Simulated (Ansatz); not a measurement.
A geometry of Zr away from equilibrium: step 2 of the relaxation of a generated cell, Zr built in the AFLOW prototype A_cI16_220_c (as in Li). These are PBE (plane waves to 420 eV, PAW, scalar-relativistic; Ansatz, a quantum-chemistry and plane-wave program) values and carry that method's errors. Γ-centred k-mesh 7×7×7 on the run's cell (coarser than for final values), Fermi–Dirac smearing 0.05 eV.

```xyz
8
Lattice="-3.6173 3.6173 3.6173 3.6173 -3.6173 3.6173 3.6173 3.6173 -3.6173" Properties=species:S:1:pos:R:3 pbc="T T T"
Zr     1.5674     1.5674     1.5674
Zr    -1.5674     2.0499     1.5674
Zr     2.0499     1.5674    -1.5674
Zr     1.5674    -1.5674     2.0499
Zr     3.3761     3.3761     3.3761
Zr     0.2412     3.8586    -0.2412
Zr     3.8586    -0.2412     0.2412
Zr    -0.2412     0.2412     3.8586
```

Question: Which atoms carry the largest force, and which way does it point?

Answer: 0.75 eV/Å, on Zr1, Zr2, Zr3, Zr4, Zr5, Zr6, Zr7, Zr8 (atoms numbered as listed); on Zr4 its components are (0.43, -0.43, -0.43).

Question: What is the pressure?

Answer: -0.6 GPa, compression positive.

Question: How far above the relaxed end point is this geometry?

Answer: 0.07 eV/atom; the path ends in I-43d (No. 220) (AFLOW prototype A_cI16_220_c (as in Li)).

No spin polarisation in the result.

The run could not lose the symmetry of its start: the end is stationary, and may be a saddle point rather than a minimum.

The end of the path is a generated cell of Zr: the first start was made by placing the elements on the sites of a structure type, and the end was not matched to a known phase here, so it may be hypothetical. Known forms of Zr include space group No. 194.
